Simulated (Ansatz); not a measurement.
Structure relaxation, GaSb

The start is a generated cell, GaSb built in the zincblende structure type. The structure is fully relaxed (lattice and positions, P = 0) with PBE (plane waves to 420 eV, PAW, scalar-relativistic; Ansatz, a first-principles code). The first steps use a coarse 9×9×9 k-mesh.

The start:
```
GaSb
1.0
    0.00000     3.06622     3.06622
    3.06622     0.00000     3.06622
    3.06622     3.06622     0.00000
Sb Ga
1 1
Direct
  0.75000   0.75000   0.75000
  0.00000   0.00000   0.00000
```

- Energy released: 0.01 eV/atom
- Volume change: +4.1 %, from 28.83 to 30.00 Å³/atom
- Shortest distances (start → end): The closest pairs of elements (up to four, under 3.6 Å), start → end: Ga–Sb 2.66 → 2.69 Å
- Band gap at the end: zero, with touching bands (no spin-orbit coupling). The gap comes from the SCF mesh and the high-symmetry points alone
- Optimiser moves: 3

It ends as:

Space group F-43m (No. 216); a = b = c = 6.2144 Å, α = β = γ = 90.00°

```json
[
 {"atom": "Sb", "site": "4c", "symmetry": "-43m", "x": "0.2500", "y": "0.2500", "z": "0.2500"},
 {"atom": "Ga", "site": "4a", "symmetry": "-43m", "x": "0.0000", "y": "0.0000", "z": "0.0000"}
]
```
(The calculation used a cell of 2 atoms; values per cell refer to that cell.)

Final values are on a 13×13×13 k-mesh of the relaxed cell. No spin polarisation in the result. Without spin-orbit coupling the bands of the heavy element are not split, so the gap can be far off.

The run could not lose the symmetry of its start; a randomly shaken copy of 2 atoms returns to this structure.

All atoms sit on sites fixed by symmetry, so only the cell could relax.
